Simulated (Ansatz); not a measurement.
Relaxed CdS (wurtzite):

```xyz
4
Lattice="4.1962 0.0000 0.0000 -2.0981 3.6340 0.0000 0.0000 0.0000 6.8295" Properties=species:S:1:pos:R:3 pbc="T T T"
Cd     0.0000     2.4227     6.8238
Cd     2.0981     1.2113     3.4091
S      0.0000     2.4227     2.5654
S      2.0981     1.2113     5.9802
```

In each cell atom 2 (Cd, nearest neighbour S at 2.565 Å; its periodic images, 4.2 Å or more away, move with it) moves by s·(-0.818, 0.472, -0.329) (towards the nearest neighbour), the rest being held.

Level of theory: PBE (plane waves to 420 eV, PAW, scalar-relativistic; Ansatz, an electronic-structure program). k mesh 7×7×4 (Γ-centred), Fermi-Dirac smearing 0.05 eV. E stands for the smeared free energy. CdS was relaxed with its symmetry unable to fall. The zero of ΔE is the undisplaced structure.

| s (Å) | ΔE (meV/cell) |
|---|---|
| -0.260 | 105.4 |
| -0.208 | 72.3 |
| -0.156 | 43.7 |
| -0.104 | 20.9 |
| -0.052 | 5.6 |
| 0.000 | 0.0 |
| 0.052 | 6.5 |
| 0.104 | 28.0 |
| 0.156 | 68.2 |
| 0.208 | 131.3 |
| 0.260 | 222.4 |

What force constant k = d²E/ds² at s = 0 does the table give?

4.5 eV/Å². It is the second difference of the nearest points, corrected with the next pair.

With k = 4.46 eV/Å² from the forces, is the well harmonic out to s = 0.260 Å?

½ks² = 150.8 meV/cell against the computed 222.4 meV/cell, so the well is stiffer than harmonic there.

(A displaced cell: forces are minus the slopes of the energy, force constants its curvatures, and phonons follow from these.)
